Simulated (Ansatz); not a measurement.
Polymorphs of Pd, each relaxed with the program Ansatz at the PBE level (PAW):

A: diamond (Fd-3m)
a = 5.808 Å, b = 5.808 Å, c = 5.808 Å, α = 90.00°, β = 90.00°, γ = 90.00°

```tsv
atom	site	symmetry	x	y	z
Pd	8b	-43m	0.5000	0.5000	0.5000
```

B: simple cubic (Pm-3m)
a = b = c = 2.6140 Å, α = β = γ = 90.00°

```json
[
 {"atom": "Pd", "site": "1a", "symmetry": "m-3m", "x": "0.0000", "y": "0.0000", "z": "0.0000"}
]
```

C: fcc (Cu type) (Fm-3m)
a = b = c = 3.943 Å, α = β = γ = 90.00°

```csv
atom,site,symmetry,x,y,z
Pd,4a,m-3m,0.0000,0.0000,0.0000
```

Question: Put the candidates in order of energy per atom at 0 K, lowest first, for PBE.

Answer: C (+0 meV/atom), B (+512 meV/atom), A (+1149 meV/atom)

Spin orders computed, not proven ground states: C ferromagnetic. Constructed cells (a structure type filled with these elements, in neither database checked): B. Typed or built starts, not in the databases checked: A. Not the usual ambient phase: A; B. All cells were relaxed under the symmetry of their starts (and spin orders); stability against distortions was not tested throughout. Rows with no word on spin ran without spin polarisation. Spin–orbit coupling is left out wherever it is not named.

Energies hold the estimated change up to a 700 eV cutoff; steps of a few meV lie near the error of the meshes.

Potentials: the earlier of the program's two PAW sets.
